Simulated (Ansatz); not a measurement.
BP:
```
CELL_PARAMETERS angstrom
      0.00000     2.24526     2.24526
      2.24526     0.00000     2.24526
      2.24526     2.24526     0.00000
ATOMIC_POSITIONS crystal
  P  0.75000 0.75000 0.75000
  B  0.00000 0.00000 0.00000
```

x, y and z are the axes in which the lattice vectors are written.

Give the proper piezoelectric stress tensor with relaxed ions from DFT-LDA in the program Ansatz with PAW potentials.

In C/m², rows x, y, z, Voigt columns; mesh uncertainty up to 0.01.
```
0.00  0.00  0.00  0.11  0.00  0.00
0.00  0.00  0.00  0.00  0.11  0.00
0.00  0.00  0.00  0.00  0.00  0.11
```

The elastic tensor of the same run (GPa):

|  | 1 | 2 | 3 | 4 | 5 | 6 |
|---|---|---|---|---|---|---|
| 1 | 358 | 84.3 | 84.3 | 0.0 | 0.0 | 0.0 |
| 2 | 84.3 | 358 | 84.3 | 0.0 | 0.0 | 0.0 |
| 3 | 84.3 | 84.3 | 358 | 0.0 | 0.0 | 0.0 |
| 4 | 0.0 | 0.0 | 0.0 | 194 | 0.0 | 0.0 |
| 5 | 0.0 | 0.0 | 0.0 | 0.0 | 194 | 0.0 |
| 6 | 0.0 | 0.0 | 0.0 | 0.0 | 0.0 | 194 |

Convert to strain constants d = e·S.

In pC/N:
```
0.0  0.0  0.0  0.6  0.0  0.0
0.0  0.0  0.0  0.0  0.6  0.0
0.0  0.0  0.0  0.0  0.0  0.6
```

Space group F-43m (zinc blende). The LDA relaxation kept the symmetry of its start; phonons on a q-mesh show no instability.

Potentials: the later of the program's two PAW sets.
